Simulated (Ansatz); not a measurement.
## Is this Mg3CdTe4 structure a true minimum?

The structure comes from a generated guess, relaxed at this level; another structure or a mixture of phases may lie lower.

Theory: Ansatz 0.2.0, DFT PBE, scalar-relativistic, plane waves, PAW. Settings: cutoff 420 eV, Γ-centred mesh 6×6×2 on the computed 8-atom cell, Gaussian smearing of 0.02 eV; no spin polarisation.

The cell below (8 atoms, space group P3m1 (No. 156)) is relaxed within its symmetry.

```
Mg Cd Te
1.0
     4.62763    0.00000    0.00000
    -2.31381    4.00764    0.00000
     0.00000    0.00000   15.07170
Mg Cd Te
3 1 4
Direct
  0.66667 0.33333 0.49577
  0.66667 0.33333 0.99993
  0.00000 0.00000 0.24813
  0.00000 0.00000 0.74992
  0.66667 0.33333 0.18740
  0.66667 0.33333 0.68338
  0.00000 0.00000 0.43545
  0.00000 0.00000 0.94003
```

For the test it was strained at random (σ = 1.5 % a component), the atoms were moved at random (σ = 0.05 Å), and all was relaxed again on a coarse 3×3×1 mesh (in the run’s order of axes) with 0.10 eV smearing, with no symmetry imposed.

These runs have no spin–orbit coupling, which can matter for Te.

Question: What happens?

Answer: It returns, within 2 meV/atom of the unmoved cell on that mesh and with the same symmetry when read at 0.1 Å (Cm at 0.01 Å, so small strains and shifts remain). No instability shows in this cell; modes of other wave vectors, which need another repeat, aren't tested.
